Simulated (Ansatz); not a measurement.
With DFT-PBEsol in the program Ansatz with PAW potentials, Ir in the bcc (W type) structure (Im-3m) relaxes to a = 3.076 Å.

Electronic character: metallic (no gap). Gap from PBEsol with spin–orbit coupling: none (metallic).

An equation-of-state fit gives a bulk modulus of 343 GPa. The relaxed-ion elastic constants in GPa are C11 = -71.0, C12 = 552, C44 = 184.

The start of the workflow was typed in or built on a structure type; neither database checked (COD, Materials Project) lists it. It is not the phase usual at ambient conditions (space group No. 225). Symmetry was held in the PBEsol relaxation. At this level the phase is mechanically unstable. The run is not spin-polarised. As this level gives no gap, shear constants depend on the k-mesh and smearing (Fermi–Dirac, 0.1 eV here). On the denser mesh and wider smearing of the elastic run this cell carries a stress of 0.6 GPa. Spin–orbit coupling is left out wherever it is not named.

Potentials: the later of the program's two PAW sets.
